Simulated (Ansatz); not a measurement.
GaSb:
```xyz
6
Lattice="4.3453 0.0000 0.0000 -2.1726 3.7631 0.0000 0.0000 0.0000 9.4133" Properties=species:S:1:pos:R:3 pbc="T T T"
Ga     2.1746     0.0000     6.2756
Ga    -1.0873     1.8832     3.1378
Ga     1.0854     1.8799     0.0000
Sb     2.1739     0.0000     1.5689
Sb    -1.0869     1.8827     7.8444
Sb     1.0857     1.8805     4.7067
```

Relaxed with PBEsol. Special points in fractions of this cell's reciprocal vectors: Γ (0.000, 0.000, 0.000); M (0.500, 0.000, 0.000); K (0.333, 0.333, 0.000); A (0.000, 0.000, 0.500); L (0.500, 0.000, 0.500); H (0.333, 0.333, 0.500).

Problem. List the band energies nearest the Fermi level at these points for DFT-PBEsol in the program Ansatz with PAW potentials.

Solution. In eV from the Fermi level; about four levels below and three above (degenerate sets whole), none deeper than 8.9 eV; points with the same levels are listed once.

```tsv
k	below	above
Γ	-0.69 -0.56 -0.56 -0.30	0.42 1.23 1.23
M	-2.43 -1.72 -1.49 -1.46	0.04 0.51 1.13
K	-2.00 -1.48 -1.48 -0.38	1.92 1.92 4.32 4.32
A	-0.51 -0.45 -0.45 -0.12	1.36 1.36 1.36
L	-2.39 -2.24 -1.89 -1.67	1.17 1.23 2.33
H	-3.57 -3.57 -1.88 -1.30	2.11 2.11 2.24
```

Space group P6_222. The start of the workflow was typed in or built on a structure type; neither database checked (COD, Materials Project) lists it. It is not the phase usual at ambient conditions (space group No. 216). The cell was relaxed with PBEsol under the symmetry of its start; whether a distortion lowers the energy is not shown. A small band overlap can be real or an error of a semilocal functional. Point labels and valley counts follow the cell and symmetry of the run, lower than the named group. Scalar-relativistic: spin–orbit coupling is off unless named, which matters more the heavier the elements.

Potentials: the earlier of the program's two PAW sets. The files were generated under PBE; for other functionals the program regenerates the frozen cores, and for LDA and PBEsol the local potential too.
